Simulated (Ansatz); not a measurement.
YN:
```cif
data_N4Y4
_chemical_formula_sum 'Y4 N4'
_space_group_name_H-M_alt 'Fm-3m'
_space_group_IT_number 225
_space_group_name_Hall '-F 4 2 3'
_cell_length_a 4.90600
_cell_length_b 4.90600
_cell_length_c 4.90600
_cell_angle_alpha 90.000
_cell_angle_beta 90.000
_cell_angle_gamma 90.000
loop_
_atom_site_label
_atom_site_type_symbol
_atom_site_symmetry_multiplicity
_atom_site_Wyckoff_symbol
_atom_site_fract_x
_atom_site_fract_y
_atom_site_fract_z
_atom_site_occupancy
Y1 Y 4 b 0.50000 0.50000 0.50000 1
N1 N 4 a 0.00000 0.00000 0.00000 1
```
(The calculation used a cell of 2 atoms; values per cell refer to that cell.)

Relaxed with PBE. 

Task: HSE06 on this cell (Ansatz, a program for electronic structure, PAW) gives a gap of 1.11 eV. What does PBE give?

Result: 0.21 eV.

Cost on shared cores: the PBE run (SCF on a 10×10×10 mesh, then bands and DOS) roughly 6 core-seconds, the HSE06 run (SCF on 7×7×7, then a few points) about 60 core-seconds (a rough figure); the tasks are unlike.

The cell was relaxed with PBE under the symmetry of its start. No spin polarisation was allowed. Spin–orbit coupling is left out wherever it is not named.

Potentials: the later of the program's two PAW sets.

Ansatz is a plane-wave DFT program.
